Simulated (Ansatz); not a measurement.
The relaxed structure here is a generated cell of Ba4As3: the first start was made by a random draw of sites in a space group, and the end was not matched to a known phase here, so it may be hypothetical.

One starting cell of Ba₄As₃ (a randomly generated symmetric cell of Ba4As3 (space group No. 191)) was relaxed twice with Ansatz (plane waves, PAW, scalar-relativistic): with r2SCAN at 500 eV and with PBE at 420 eV. The r2SCAN result:

```
Ba4As3
1.0
    7.13831     0.00000     0.00000
   -3.56915     6.18195     0.00000
    0.00000     0.00000     6.35638
As Ba
3 4
Direct
  0.50000   0.00000   0.00000
  0.00000   0.50000   0.00000
  0.50000   0.50000   0.00000
  0.50000   0.00000   0.50000
  0.00000   0.50000   0.50000
  0.50000   0.50000   0.50000
  0.00000   0.00000   0.00000
```

```
quantity                          r2SCAN     PBE
--------------------------------  ------  ------
space group                       P6/mmm  P6/mmm
volume (Å³/atom)                   40.07     [?]
a (Å)                              7.138     [?]
c (Å)                              6.356     [?]
gap (eV, no spin-orbit coupling)    0.00     [?]
```

Problem. Fill in the PBE column.

Solution. 
- volume (Å³/atom), PBE: 40.64
- a (Å), PBE: 7.184
- c (Å), PBE: 6.364
- gap (eV, no spin-orbit coupling), PBE: 0.00

Both levels end in the same structure; PBE's volume is 1.4 % larger. Neither column is exact.

No spin polarisation in the result. The relaxed primitive cell holds an odd number of electrons. A magnetic state may lie lower.

The run could not lose the symmetry of its start: the end is stationary, and may be a saddle point rather than a minimum.

All atoms sit on sites fixed by symmetry, so only the cell could relax.

Ansatz is a program for electronic structure.
